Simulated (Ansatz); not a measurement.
# SrH₁₂Br₂O₆ — ⁷⁹Br nuclear quadrupole resonance

Cell: a structure deposited in the COD, its atoms then relaxed with PBE in this cell.

Space group P321 (No. 150); a = 8.2040, c = 4.1590 Å, γ = 120.00°.

```
site  Wyckoff  site symmetry       x       y       z
  Sr       1a            32.  0.0000  0.0000  0.0000
  H2       6g              1  0.0959  0.4332  0.9056
  H8       6g              1  0.3447  0.2356  0.5136
  Br       2d            3..  0.3333  0.6667  0.5847
 O16       3f            .2.  0.7839  0.0000  0.5000
 O19       3e            .2.  0.3132  0.0000  0.0000
```

One atom of each set is listed.

All values are calculated (Ansatz; DFT, LDA, plane waves and PAW, scalar-relativistic, 420 eV cutoff, Γ-centred 3×3×5 k-points, Fermi–Dirac smearing 0.02 eV), not measured.

⁷⁹Br: I = 3/2, Q = 308.7 mb (year-2017 value). Static lattice, zero field.

**Question.** Predict the zero-field ⁷⁹Br lines of each site.

**Answer.** For I = 3/2 there is one line, ν = (|C_Q|/2)(1 + η²/3)^½.

| site | atoms | V_zz (10²¹ V/m²) | C_Q (MHz) | η | line frequencies (MHz) |
| --- | --- | --- | --- | --- | --- |
| Br | 2 | -6.84 | -51.0 | 0.00 | 25.5 |

**Question.** And for Br-81 (I = 3/2, Q = 257.9 mb) on Br?

**Answer.** C_Q scales with Q to -42.6 MHz, with lines at 21.3 MHz.

An axis of threefold or higher order runs through Br, so V_zz lies along it and η is zero.

The largest force is 0.4 eV/Å, so the atoms aren't at the calculated equilibrium and relaxing them would move these values. The entry's hydrogen positions were far off; the other atoms hardly move on relaxation.
